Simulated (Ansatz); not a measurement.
LiNbO₃:
Space group R-3c, hexagonal axes (No. 167); a = 5.183 Å, b = 5.183 Å, c = 13.648 Å, α = 90.00°, β = 90.00°, γ = 120.00°

| atom | site | symmetry | x | y | z |
|---|---|---|---|---|---|
| Li | 6a | 32 | 0.0000 | 0.0000 | 0.2500 |
| Nb | 6b | -3. | 0.0000 | 0.0000 | 0.0000 |
| O | 18e | .2 | 0.3796 | 0.3796 | 0.2500 |
(The calculation used a cell of 10 atoms; values per cell refer to that cell.)

Relaxed with PBEsol. PBEsol in the plane-wave PAW code Ansatz gives a gap of 2.55 eV.

**Question.** What gap does HSE06 give on the same cell (Ansatz, PAW)?

**Answer.** 3.96 eV, 1.41 eV more. The hybrid was solved on a coarser mesh and at special points; its gap is the smallest among all of these.

| k | v1 PBEsol | c1 PBEsol | v1 HSE06 | c1 HSE06 |
|---|---|---|---|---|
| Γ | -0.05 | 2.60 | [?] | [?] |
| T | -0.32 | 4.23 | -0.34 | 5.76 |
| L | -0.24 | 4.20 | [?] | [?] |
| F | -0.29 | 2.55 | -0.31 | 3.96 |
| S0 | -0.19 | 3.14 | [?] | [?] |
| H0 | -0.36 | 3.54 | [?] | [?] |

**Question.** Top valence (v1) and lowest conduction level (c1) in eV from each method's valence maximum (which need not be a listed point): supply the withheld HSE06 values.

**Answer.** 
- L, v1 HSE06: -0.26
- L, c1 HSE06: 5.72
- Γ, v1 HSE06: -0.06
- Γ, c1 HSE06: 4.02
- H0, v1 HSE06: -0.39
- H0, c1 HSE06: 4.98
- S0, v1 HSE06: -0.21
- S0, c1 HSE06: 4.56

Cost on shared cores: the PBEsol run (SCF on a 7×7×7 mesh, then bands and DOS) around 100 core-seconds (rough), the HSE06 run (SCF on 4×4×4, then a few points) very roughly 6 core-minutes; the tasks are unlike.

The first step of the workflow began from a Materials Project structure, measured or hypothetical; the Crystallography Open Database files this formula in space group No. 167, but the cells were not matched. It is not the phase usual at ambient conditions (space group No. 161). The PBEsol relaxation kept the symmetry of its start; its stability against distortions is not shown here. No spin polarisation was allowed. Scalar-relativistic: spin–orbit coupling is off unless named, which matters more the heavier the elements.

Potentials: the earlier of the program's two PAW sets.
